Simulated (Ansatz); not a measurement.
BP:
```yaml
crystal:
  lattice:
    - [0.00000, 2.26018, 2.26018]
    - [2.26018, 0.00000, 2.26018]
    - [2.26018, 2.26018, 0.00000]
  atoms:
    - { symbol: P, position: [0.75000, 0.75000, 0.75000] }
    - { symbol: B, position: [0.00000, 0.00000, 0.00000] }
```

Relaxed with PBEsol. The program Ansatz at the PBEsol level (PAW) gives a gap of 1.11 eV.

**Question.** What gap does HSE06 give on the same cell (Ansatz, PAW)?

**Answer.** 1.94 eV, 0.83 eV more. The hybrid was solved on a coarser mesh and at special points; its gap is the smallest among all of these.

```
k  v1 PBEsol  c1 PBEsol  v1 HSE06  c1 HSE06
-  ---------  ---------  --------  --------
Γ       0.00       3.38         …         …
X      -4.18       1.21         …         …
L      -1.78       3.79         …         …
W      -5.60       5.22     -6.05      6.32
K      -3.56       2.02         …         …
```

**Question.** Top valence (v1) and lowest conduction level (c1) in eV from each method's valence maximum (which need not be a listed point): supply the withheld HSE06 values.

**Answer.** 
- K, v1 HSE06: -3.89
- K, c1 HSE06: 2.92
- X, v1 HSE06: -4.57
- X, c1 HSE06: 2.04
- L, v1 HSE06: -1.95
- L, c1 HSE06: 4.81
- Γ, v1 HSE06: 0.00
- Γ, c1 HSE06: 4.36

Cost on shared cores: the PBEsol run (SCF on a 11×11×11 mesh, then bands and DOS) roughly 7 core-seconds, the HSE06 run (SCF on 8×8×8, then a few points) about 40 core-seconds (a rough figure); the tasks are unlike.

Space group F-43m (zinc blende). Symmetry was held in the PBEsol relaxation.

Potentials: the later of the program's two PAW sets.
